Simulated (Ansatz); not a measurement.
YInCu in space group P-62m (No. 189; Y on 3g, In on 3f, Cu on 2c, Cu on 1b), PBE (plane waves, PAW; program Ansatz), all energies at zero smearing, with the estimated change up to a 700 eV cutoff added, with one set of potentials and settings (totals compare only within such a set). Cell of 9 atoms (3 Y, 3 In, 3 Cu): -48219.045 eV.

| element | reference phase | E (eV/atom) |
|---|---|---|
| Y | P6_3/mmc, 2 atoms in the cell | -3848.6668 |
| In | I4/mmm, 1 atoms in the cell | -5597.8481 |
| Cu | Fm-3m, 1 atoms in the cell | -6625.1757 |

Formation energy per atom, worked out: (-48219.045 − 3×(-3848.6668) − 3×(-5597.8481) − 3×(-6625.1757))/9 = -0.441 eV/atom (-43 kJ per mol of atoms), at 0 K, without zero-point energy or fitted corrections.

The first step of the workflow began from a Materials Project structure, measured or hypothetical; the Crystallography Open Database copy checked does not list it. Whether it is the stable phase at ambient conditions was not checked. The PBE relaxation kept the symmetry of its start; whether a distortion lowers the energy is not shown. No spin polarisation was allowed. The references are the lowest solids computed at this level, not always the standard phases.

Potentials: the later of the program's two PAW sets.
